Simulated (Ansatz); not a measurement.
Ansatz run, Li$_{4}$Ge$_{2}$B

The input, for Ansatz 0.2.0 (plane waves, PAW):

```yaml
crystal:
  lattice:
    - [4.493748, 0.0, 0.0]
    - [-2.246874, 3.891706, 0.0]
    - [-2.246874, 1.297235, 6.152363]
  atoms:
    - { symbol: Ge, position: [0.40695, 0.59305, 0.22085] }
    - { symbol: Ge, position: [0.26645, 0.73355, 0.79935] }
    - { symbol: B, position: [0.1244, 0.8756, 0.3732] }
    - { symbol: Li, position: [0.836, 0.164, 0.508] }
    - { symbol: Li, position: [0.7006, 0.2994, 0.1018] }
    - { symbol: Li, position: [0.9967, 0.0033, 0.9901] }
    - { symbol: Li, position: [0.541, 0.459, 0.623] }
  symmetry: { tolerance: 0.0003 }
kpoints:
  mp_grid: { grid: [8, 8, 8], shift: [0, 0, 0] }
  band_path:
    path:
      - [0.0, 0.0, 0.0]
      - [0.0, 0.0, -0.5]
      - [-0.30369446, -0.30369446, -0.5]
      - [-0.30369446, -0.39261108, -0.19630554]
      - [-0.5, 0.0, 0.0]
      - [0.0, 0.0, 0.0]
      - [-0.34815277, -0.34815277, 0.0]
      - [-0.30369446, -0.34815277, -0.34815277]
      - [0.0, -0.5, -0.5]
      - [0.0, 0.0, 0.0]
    npoints: 7
magnetization:
  spin_polarized: false
scf:
  occupations: { method: fermi_dirac, width: 0.0248 }
  lower_state_search: "off"
  max_iter: 200
hamiltonian:
  pseudopotentials: { kind: paw }
  xc: r2scan
basis:
  ecutwfc: 500
  fft_grid_basis: typed
output:
  forces: true
  stress: true
  eigenvalues: true
  populations: true
  elf: true
  write_potential: true
  volumetric_format: npy
  dos:
    e_range: [-12, 8]
    de: 0.05
    projected: { site_lists: { B: [B], Ge: [Ge], Li: [Li] } }
checkpoint:
  read: saved_state
```

Launched with:

```sh
ansatz run input.yaml --threads 1 --pin off --max-ram 2560MiB --backend cpu --events-out ev --progress --plain --runs-dir out
```

The run starts from an earlier solution of this cell. 

Excerpt of what it printed:

```
SCF iter   1: F=-9581.7801 eV  Δρ=8.13e-4  dr2=1.59e-3  dr2_τ=5.51e-4
SCF iter   2: F=-9581.7808 eV  Δρ=4.70e-4  dr2=5.92e-4  dr2_τ=5.21e-6
SCF iter   3: F=-9581.7810 eV  Δρ=1.17e-4  dr2=2.63e-5  dr2_τ=3.21e-7
SCF iter   4: F=-9581.7810 eV  Δρ=6.62e-5  dr2=7.10e-6  dr2_τ=6.02e-8
SCF iter   5: F=-9581.7811 eV  Δρ=1.69e-5  dr2=5.71e-7  dr2_τ=2.37e-8
SCF iter   6: F=-9581.7811 eV  Δρ=6.54e-6  dr2=9.09e-8  dr2_τ=1.56e-9
Free energy (F): -9581.7811 eV
Harris-Foulkes:  -9581.7811 eV  (|F-HF|=3.18e-9)
Internal energy: -9581.7746 eV  (E = F + TS)
E sigma→0 (E₀):  -9581.7778 eV
Entropy (-TS):   -0.0064 eV (-0.917 meV/atom)
Fermi energy:    5.6622 eV
--- Per-component energies (eV) ---
  E_band       = -710.1532
  E_kinetic    = 344.8221
  E_local      = -5799.2867  (includes V_loc(G=0)·N_el)
  E_nonlocal   = 716.4370
  E_hartree    = 2478.3021
  E_xc         = -206.9917
  E_vxc        = -231.1611  (∫ρ·V_xc dr)
  E_paw        = -4231.7315  (= ΣΔE_a)
  E_vpaw       = -711.0213  (= ΣTr[D̂ρ^β])
  E_aug_tail   = -0.0004  (compensation charges beyond the density's cutoff)
  E_vtau       = 13.4576  (kinetic-family band-sum trace: ∫τ·v_τ [+ j·A + Jᵃ·Aᵃ] dr)
  E_ewald      = -2881.1356
  E_core_change = -2.1900  (= ΣΔE_core)
  E_smearing   = -0.0064  (= −TS)
--- Forces (eV/Å), atoms counted from 1 ---
  atom   1  Ge     0.0000     0.0000    -0.0077
  atom   2  Ge     0.0000     0.0000    -0.7974
  atom   3  B      0.0000     0.0000     0.7349
  atom   4  Li     0.0000     0.0000     0.3845
  atom   5  Li     0.0000     0.0000    -0.6009
  atom   6  Li     0.0000     0.0000    -0.4214
  atom   7  Li     0.0000     0.0000     0.7080
--- Stress (GPa, compression-positive) ---
       -6.0896       0.0000       0.0000
        0.0000      -6.0896       0.0000
        0.0000       0.0000      -1.1845
  P = ⅓ Tr σ = -4.4546 GPa (-44.546 kbar)
--- Löwdin populations: 7 sites ---
  site symbol       q [e]
     0     Ge     14.5547
     1     Ge     14.9723
     2      B      3.8050
     3     Li      2.3296
     4     Li      2.3361
     5     Li      2.3416
     6     Li      2.3511
  spilling = 0.0072 (of n_electrons = 43.0000)
```

Origin: a database entry at a rescaled volume.
